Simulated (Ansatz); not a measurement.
Be, DFT, PBEsol, all-electron PAW with datasets made for the crystal, scalar-relativistic (Ansatz 0.2.0), run on 1 thread of Intel(R) Xeon(R) Platinum 8488C (Sapphire Rapids) on a shared host.

The cell is the one relaxed in the Materials Project (mp-1008501), not relaxed further here; entries there can be hypothetical. The listed cell was then made from it by scaling, straining or moving an atom.

Command: `ansatz run input.yaml --threads 1 --pin off --max-ram 6144MiB --backend cpu --events-out ev --progress --plain --runs-dir out`

```yaml
crystal:
  lattice:
    - [3.82175028, 0.0, 0.0]
    - [0.0, 3.82175028, 0.0]
    - [0.0, 0.0, 2.28128]
  atoms:
    - { symbol: Be, position: [0.297408, 0.297408, 0.0] }
    - { symbol: Be, position: [0.702592, 0.702592, 0.0] }
    - { symbol: Be, position: [0.202592, 0.797408, 0.5] }
    - { symbol: Be, position: [0.797408, 0.202592, 0.5] }
kpoints:
  mp_grid: { grid: [9, 9, 14] }
scf:
  occupations: { method: fermi_dirac, width: 0.05 }
hamiltonian:
  xc: pbesol
  pseudopotentials: { kind: all_electron, datasets: crystal }
output:
  forces: true
  stress: true
  eigenvalues: true
  efg: { contact_densities: true }
```

(1) How large is the problem that the program sets up?

(2) About how long does it take, and how much memory does it use?

Results:

(1) 120 irreducible k-points, 265 plane waves at Γ, 9 bands.

(2) 4.2 s of wall time for 5 SCF iterations, with a peak of 0.36 GiB. Times on shared machines scatter by tens of per cent.
